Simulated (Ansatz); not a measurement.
Here is an unrelaxed guess for Ti₃Si₄Ni.

```cif
data_structure
_symmetry_space_group_name_H-M 'P 1'
_symmetry_Int_Tables_number 1
_cell_length_a 3.5849
_cell_length_b 6.4326
_cell_length_c 4.9275
_cell_angle_alpha 90.000
_cell_angle_beta 90.000
_cell_angle_gamma 90.000
_cell_volume 113.63
loop_
_atom_site_label
_atom_site_type_symbol
_atom_site_fract_x
_atom_site_fract_y
_atom_site_fract_z
_atom_site_occupancy
Ti1 Ti 0.00000 0.50000 0.00000 1
Ti2 Ti 0.50000 0.50000 0.50000 1
Ti3 Ti 0.00000 0.00000 0.00000 1
Si1 Si 0.00000 0.76600 0.62500 1
Si2 Si 0.00000 0.23400 0.62500 1
Si3 Si 0.50000 0.28800 0.07800 1
Si4 Si 0.50000 0.71200 0.07800 1
Ni1 Ni 0.50000 0.00000 0.50000 1
```

All numbers below come from DFT PBE, scalar-relativistic, plane waves, PAW (Ansatz 0.2.0). Plane waves to 420 eV, a k mesh through Γ of 6×4×4 on the computed 8-atom cell and Gaussian smearing (0.10 eV); collinear spin from starting moments 0.0 0.0 0.0 0.0 0.0 0.0 0.0 2.0 μB.

Energies over the elements count from the elements' standard structures at the same level, with no fitted energy shifts.

Question: Estimate its pressure, forces and energy as it stands.

Answer: The pressure is 12.5 GPa (the mean over three directions, positive in compression), the largest force is 3.99 eV/Å, and the energy is −0.10 eV/atom against the elements. The shortest distance is 2.28 Å.

Question: How much does it gain on relaxing, and where does it end?

Answer: Relaxing gains about 0.37 eV/atom (the start's value is from the coarse mesh, so the gain is rough) in 15 ionic steps and ends at −0.47 eV/atom on the finer mesh. The symmetry stays Pmm2 (No. 25). The volume per atom grows by 0.7 %, from 14.2 to 14.3 Å³. The shortest distance goes from 2.28 Å (Ti–Si) to 2.38 Å (Si–Ni). Conventional cell: a = 3.643 Å, b = 6.835 Å, c = 4.597 Å. Ti on its first site is surrounded by 6 Si at 2.52–2.62 Å and 4 Ti at 2.90–2.97 Å; Si on its first site is surrounded by 2 Ni at 2.38 Å, 2 Si at 2.54 Å, 4 Ti at 2.62–2.67 Å, 1 Ti at 2.88 Å and 1 Si at 3.07 Å; around Ni lie 6 Si at 2.38–2.41 Å and 4 Ti at 2.86–3.01 Å; 3 more sites not described.

The last run used a 10×6×8 mesh (in the run's order of axes) for its 8-atom cell and Gaussian smearing of 0.10 eV. Trial moments died out on the coarse mesh, so the last step has no spin; another magnetic start might hold. The relaxation can't lower the symmetry of the start. A later test with randomly moved atoms led to a structure 56 meV/atom lower, so this end is a saddle point or a shallow minimum.
